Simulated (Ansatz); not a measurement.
**Ca₂MgAs₂: computed properties**

The calculation used DFT PBE, scalar-relativistic, plane waves, PAW in Ansatz.

Cutoff 420 eV; k points 10×10×4 on the computed 5-atom cell (Γ-centred); Gaussian smearing, width 0.10 eV; no spin polarisation.

The structure is relaxed at this level of theory with its symmetry kept, and needn't be the ground state of this composition.

Space group P4/mmm (No. 123), tetragonal, a = 3.602 Å, c = 10.540 Å. Ca is surrounded by 4 As at 3.02 Å, 1 Mg at 3.27 Å and 4 Ca at 3.60 Å; Mg has 8 As at 3.04 Å, 2 Ca at 3.27 Å and 4 Mg at 3.60 Å; around As lie 4 Ca at 3.02 Å, 4 Mg at 3.04 Å, 1 As at 3.30 Å and 4 As at 3.60 Å.

| Property | Result |
| --- | --- |
| Volume per atom | 27.36 Å³ |
| Formation energy from the elements' standard states (uncorrected) | -0.443 eV/atom |
| Kohn–Sham band gap | none (metal) |
| Density of states at the Fermi level | 3.3 states/eV per cell |
| Orbital (Löwdin) character within 0.5 eV of the Fermi level | As 4p 57 %, Ca 4s 17 %, unprojected 20 % |
| Bader charge by site (e) | Ca (2 in the cell) 0.99, Mg (1 in the cell) 1.54, As (2 in the cell) -1.76 |

The cell was found from a structure generator's guess, not taken from experiment. Löwdin shares on free-atom orbitals overweight diffuse shells.
